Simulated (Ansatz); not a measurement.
SiC (CsCl type, Pm-3m) under volume change, PBEsol (plane waves, PAW; program Ansatz), scaled uniformly.

```csv
V (Å³/atom),E − E(relaxed) (meV/atom),P (GPa)
8.178,50.3,21.67
8.448,21.1,13.24
8.717,___,___
8.987,0.0,0.00
9.257,___,___
9.526,17.0,-9.40
9.796,35.7,-12.82
```

Task: Some entries are withheld; supply them.

Result: 
- 8.717, E − E(relaxed) (meV/atom): 5.0
- 8.717, P (GPa): 6.10
- 9.257, E − E(relaxed) (meV/atom): 4.5
- 9.257, P (GPa): -5.21

Task: What does a third-order Birch–Murnaghan fit give for V₀, B₀ and B′?

Result: V₀ = 8.99 Å³/atom, B₀ = 184 GPa, B′ = 4.8.

The cell is a constructed one: a structure type filled with these elements; neither database checked (COD, Materials Project) lists it. It is not the phase usual at ambient conditions (space group No. 186, 216). Symmetry was held in the PBEsol relaxation. At this level the phase is dynamically unstable (imaginary phonons).

Potentials: the earlier of the program's two PAW sets. The files were generated under PBE; for other functionals the program regenerates the frozen cores, and for LDA and PBEsol the local potential too.
